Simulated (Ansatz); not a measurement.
A geometry of TiO2 away from equilibrium: step 2 of the relaxation of a relaxed TiO2 cell, doubled along one cell vector, shaken by Gaussian noise of σ = 0.08 Å a coordinate. These are r2SCAN (plane waves to 500 eV, PAW, scalar-relativistic; Ansatz, a program for electronic structure) values and carry that method's errors. Γ-centred k-mesh 4×7×9 on the run's cell (coarser than for final values), Fermi–Dirac smearing 0.05 eV.

```xyz
12
Lattice="-3.7250 3.7368 9.5394 1.9464 -1.8973 4.8141 1.8681 1.9029 -4.7811" Properties=species:S:1:pos:R:3:forces:R:3 pbc="T T T" free_energy=-14585.006 pressure_GPa=1.4
Ti    -0.0273     0.0615     4.8168    0.2131    0.1167   -0.4005
Ti    -1.8701     1.9382     9.4398    0.2080   -0.7356    2.1139
Ti     1.8381    -0.1064     2.4267    0.3772    0.4416   -0.0138
Ti     0.0693     1.8588     7.2187    0.1847   -0.0388   -1.0091
O      0.0245    -0.0204     2.8083    0.0777    0.0219   -0.1558
O     -1.8102     1.8911     7.6220   -0.2773   -0.1028   -1.6559
O      1.8616    -0.0388     0.4358    0.0174    0.6226   -0.0690
O      0.0066     1.9205     5.1477    0.0305   -0.4175    0.2769
O      1.9503    -0.0170     4.3776   -0.5361    0.0126    0.3958
O      0.0745     1.8810     9.1337   -0.1409   -0.0813    0.2014
O      0.0931     0.0011     6.7310   -0.0723    0.1019    0.4386
O     -1.7599     1.8173    11.5920   -0.0819    0.0587   -0.1224
```

Positions in Å, forces in eV/Å, free energy of the cell in eV (comparable only within this code, potentials and settings). Largest force: 2.25 eV/Å, on Ti2 (atoms numbered as listed); the geometry lies 0.03 eV/atom above the end of its relaxation.

No spin polarisation in the result.
